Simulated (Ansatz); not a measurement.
Cu Kα1 powder pattern (kinematic, no thermal factors).
```
2θ (°)  relative intensity
 14.16                 100
 16.44                   4
 18.38                   3
 24.71                   1
 27.45                  11
 28.59                   1
 31.01                  86
 40.02                  66
 48.52                  33
 50.81                  24
 52.13                  30
 56.65                   2
 58.71                  14
 59.09                   4
 64.64                  16
 66.35                   7
 73.96                  11
 76.10                   3
 77.75                   1
 79.53                  12
 79.86                   9
 82.67                   1
 84.80                  16
 86.36                   4
```

The pattern is computed from a structure relaxed with DFT PBE, scalar-relativistic, plane waves, PAW in Ansatz 0.2.0. No spin polarisation. Its elements are Pd, Pt, Se.

**Question.** Give the structure.

**Answer.** PdPt2Se6.
Space group R-3:H (No. 148). a = 6.494 Å, b = 6.494 Å, c = 18.746 Å, α = 90.00°, β = 90.00°, γ = 120.00°
| atom | site | symmetry | x | y | z |
| --- | --- | --- | --- | --- | --- |
| Pd | 3a | -3. | 0.0000 | 0.0000 | 0.0000 |
| Pt | 6c | 3. | 0.0000 | 0.0000 | 0.3333 |
| Se | 18f | 1 | 0.0001 | 0.6665 | 0.0697 |

A pattern alone doesn't exclude other cells with like lines; this is the one computed.

The structure comes from a generated guess; another structure or a mixture of phases may lie lower. No dispersion correction is applied, so the spacing between layers, chains or molecules is poorly fixed.
